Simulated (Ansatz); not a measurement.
KZnF3:
```cif
data_F3KZn
_chemical_formula_sum 'K1 Zn1 F3'
_space_group_name_H-M_alt 'Pm-3m'
_space_group_IT_number 221
_space_group_name_Hall '-P 4 2 3'
_cell_length_a 4.05217
_cell_length_b 4.05217
_cell_length_c 4.05217
_cell_angle_alpha 90.000
_cell_angle_beta 90.000
_cell_angle_gamma 90.000
loop_
_atom_site_label
_atom_site_type_symbol
_atom_site_symmetry_multiplicity
_atom_site_Wyckoff_symbol
_atom_site_fract_x
_atom_site_fract_y
_atom_site_fract_z
_atom_site_occupancy
K1 K 1 a 0.00000 0.00000 0.00000 1
Zn1 Zn 1 b 0.50000 0.50000 0.50000 1
F1 F 3 c 0.00000 0.50000 0.50000 1
```

Relaxed with PBEsol.

Question: Which orbitals make up the states near the band edges in PBEsol in the plane-wave PAW code Ansatz?

Answer: Top 1 eV of the valence band: F 2p 58 %, Zn 3d 40 %. Bottom 1 eV of the conduction band: Zn 4s 45 %, K 4s 27 %, F 2s 18 %, F 2p 6 %. Projections are on Löwdin-orthogonalised atomic valence shells; empty p or d shells of many metals are not among them.

Question: Tabulate the density of states.

Answer: States/eV per cell of 5 atoms, in 0.25 eV bins, energy from the valence-band maximum.

| E (eV) | total | F 2p | Zn 3d | Zn 4s |
|---|---|---|---|---|
| -7.85 | 0.00 | 0.00 | 0.00 | 0.00 |
| -7.60 | 0.00 | 0.00 | 0.00 | 0.00 |
| -7.35 | 0.00 | 0.00 | 0.00 | 0.00 |
| -7.10 | 0.00 | 0.00 | 0.00 | 0.00 |
| -6.85 | 0.00 | 0.00 | 0.00 | 0.00 |
| -6.60 | 0.00 | 0.00 | 0.00 | 0.00 |
| -6.35 | 0.01 | 0.01 | 0.00 | 0.00 |
| -6.10 | 0.41 | 0.31 | 0.01 | 0.09 |
| -5.85 | 1.59 | 1.11 | 0.20 | 0.27 |
| -5.60 | 2.85 | 1.79 | 0.70 | 0.33 |
| -5.35 | 2.74 | 1.46 | 1.12 | 0.14 |
| -5.10 | 3.82 | 1.89 | 1.83 | 0.07 |
| -4.85 | 3.15 | 1.81 | 1.24 | 0.06 |
| -4.60 | 3.09 | 1.83 | 1.17 | 0.03 |
| -4.35 | 6.99 | 3.94 | 2.86 | 0.03 |
| -4.10 | 9.47 | 4.58 | 4.70 | 0.02 |
| -3.85 | 8.02 | 2.07 | 5.87 | 0.01 |
| -3.60 | 5.36 | 0.99 | 4.33 | 0.01 |
| -3.35 | 0.48 | 0.02 | 0.47 | 0.00 |
| -3.10 | 0.43 | 0.04 | 0.37 | 0.00 |
| -2.85 | 2.28 | 0.81 | 1.38 | 0.01 |
| -2.60 | 4.42 | 2.72 | 1.48 | 0.02 |
| -2.35 | 5.55 | 4.17 | 1.15 | 0.02 |
| -2.10 | 16.20 | 12.11 | 3.66 | 0.09 |
| -1.85 | 14.25 | 11.73 | 2.34 | 0.01 |
| -1.60 | 10.50 | 9.29 | 1.11 | 0.01 |
| -1.35 | 2.67 | 1.87 | 0.74 | 0.03 |
| -1.10 | 1.67 | 0.99 | 0.63 | 0.02 |
| -0.85 | 1.66 | 0.96 | 0.66 | 0.01 |
| -0.60 | 1.57 | 0.91 | 0.64 | 0.01 |
| -0.35 | 1.57 | 0.91 | 0.64 | 0.00 |
| -0.10 | 1.24 | 0.73 | 0.50 | 0.00 |
| 0.15 | 0.00 | 0.00 | 0.00 | 0.00 |
| 0.40 | 0.00 | 0.00 | 0.00 | 0.00 |
| 0.65 | 0.00 | 0.00 | 0.00 | 0.00 |
| 0.90 | 0.00 | 0.00 | 0.00 | 0.00 |
| 1.15 | 0.00 | 0.00 | 0.00 | 0.00 |
| 1.40 | 0.00 | 0.00 | 0.00 | 0.00 |
| 1.65 | 0.00 | 0.00 | 0.00 | 0.00 |
| 1.90 | 0.00 | 0.00 | 0.00 | 0.00 |
| 2.15 | 0.00 | 0.00 | 0.00 | 0.00 |
| 2.40 | 0.00 | 0.00 | 0.00 | 0.00 |
| 2.65 | 0.00 | 0.00 | 0.00 | 0.00 |
| 2.90 | 0.00 | 0.00 | 0.00 | 0.00 |
| 3.15 | 0.00 | 0.00 | 0.00 | 0.00 |
| 3.40 | 0.00 | 0.00 | 0.00 | 0.00 |
| 3.65 | 0.00 | 0.00 | 0.00 | 0.00 |
| 3.90 | 0.04 | 0.00 | 0.00 | 0.02 |
| 4.15 | 0.09 | 0.00 | 0.00 | 0.04 |
| 4.40 | 0.13 | 0.01 | 0.00 | 0.06 |
| 4.65 | 0.17 | 0.01 | 0.00 | 0.08 |
| 4.90 | 0.21 | 0.02 | 0.00 | 0.10 |
| 5.15 | 0.25 | 0.03 | 0.00 | 0.11 |
| 5.40 | 0.31 | 0.04 | 0.00 | 0.14 |
| 5.65 | 0.36 | 0.05 | 0.00 | 0.17 |
| 5.90 | 0.43 | 0.06 | 0.00 | 0.21 |
| 6.15 | 0.52 | 0.08 | 0.00 | 0.27 |
| 6.40 | 0.70 | 0.11 | 0.00 | 0.40 |
| 6.65 | 0.81 | 0.13 | 0.00 | 0.48 |
| 6.90 | 0.78 | 0.13 | 0.00 | 0.47 |
| 7.15 | 0.78 | 0.13 | 0.00 | 0.47 |
| 7.40 | 0.75 | 0.12 | 0.00 | 0.45 |
| 7.65 | 0.76 | 0.12 | 0.00 | 0.44 |
| 7.90 | 0.63 | 0.09 | 0.00 | 0.33 |
| 8.15 | 0.25 | 0.02 | 0.00 | 0.08 |
| 8.40 | 0.32 | 0.02 | 0.00 | 0.01 |

The cell was relaxed with PBEsol under the symmetry of its start.

Potentials: the later of the program's two PAW sets.
